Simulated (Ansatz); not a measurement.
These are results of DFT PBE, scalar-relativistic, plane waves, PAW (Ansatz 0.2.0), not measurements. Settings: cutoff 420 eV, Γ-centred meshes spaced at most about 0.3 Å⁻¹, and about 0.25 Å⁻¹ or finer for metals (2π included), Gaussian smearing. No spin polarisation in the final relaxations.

Energies over the elements count from the elements' standard structures at the same level (N₂ as a molecule), with no fitted energy shifts.

A relaxed structure of Na4N has 22.09 Å³/atom, +0.32 eV/atom against the elements, no gap on its mesh:

```
Na N
1.0
    -3.02265    3.02265    3.02265
     3.02265   -3.02265    3.02265
     3.02265    3.02265   -3.02265
Na N
4 1
Direct
  0.50000 0.50000 0.50000
  0.50000 0.00000 0.00000
  0.00000 0.00000 0.50000
  0.00000 0.50000 0.00000
  0.00000 0.00000 0.00000
```

Task: Predict cell, energy and gap of Na4Bi with the same space group and Wyckoff sites.

Result: Na4Bi has a = 7.415 Å: 40.77 Å³/atom, −0.19 eV/atom against the elements, no gap on its mesh. The volume per atom changes by +84.5 % and the formation energy by -0.52 eV/atom (from unrounded values). Covalent radii: N 0.71 Å, Bi 1.48 Å; electronegativities 3.04 and 2.02. The cell follows the size of the atom. Na has 2 Bi at 3.21 Å and 6 Na at 3.71 Å; around Bi lie 8 Na at 3.21 Å.

```yaml
crystal:
  lattice:
    - [-3.70753, 3.70753, 3.70753]
    - [3.70753, -3.70753, 3.70753]
    - [3.70753, 3.70753, -3.70753]
  atoms:
    - { symbol: Na, position: [0.50000, 0.50000, 0.50000] }
    - { symbol: Na, position: [0.50000, 0.00000, 0.00000] }
    - { symbol: Na, position: [0.00000, 0.00000, 0.50000] }
    - { symbol: Na, position: [0.00000, 0.50000, 0.00000] }
    - { symbol: Bi, position: [0.00000, 0.00000, 0.00000] }
```

The two cells were relaxed from separate starts that ended on the same group and sites; neither need be the stable form of its compound. Spin–orbit coupling, which can matter for Bi, is left out. Cells relaxed within their symmetry can be saddle points.
